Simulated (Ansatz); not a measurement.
One crystal and one scan (energy against volume) at two levels, PBE (plane waves to 420 eV, PAW, scalar-relativistic; Ansatz, a program for electronic structure) and PBEsol (plane waves to 420 eV, PAW, scalar-relativistic; Ansatz), each from its own relaxed cell and on its own mesh.

The crystal is PtSb₂ (space group Pa-3); the cell is scaled evenly about its relaxed volume V₀.

The energy includes the smearing's −TS. PtSb2 is run without spin polarisation. PtSb2 was relaxed with its symmetry unable to fall. Spin-orbit coupling is left out, though Pt and Sb are heavy. Both scans cover V/V₀ from 0.900 to 1.100.

```tsv
quantity	run 1	run 2
Lattice constant a (Å)	6.463	6.553
Pressure at the smallest volume (GPa)	16.6	14.4
Energy cost of the largest compression (meV/atom)	105	95
Energy cost of the largest expansion (meV/atom)	70	63
Bulk modulus B₀ (third-order Birch-Murnaghan fit) (GPa)	120.3	104.5
Pressure for 5 % compression (fit) (GPa)	7.0	6.1
```

### Question
Which run is which level?

### Answer
Run 2 is PBE, run 1 is PBEsol. PBE gives the higher value for: lattice constant a. PBE gives the lower value for: pressure at the smallest volume; energy cost of the largest compression; energy cost of the largest expansion; bulk modulus B₀; pressure for 5 % compression. (PBE) At this level the bands of PtSb2 touch or barely overlap; measurements give the solid a gap. (PBEsol) At this level the bands of PtSb2 touch or barely overlap; measurements give the solid a gap. Neither level is exact: the differences show how much the result hangs on the functional.

(Under strain, the slope of the energy per volume gives the stress and its curvature an elastic modulus.)
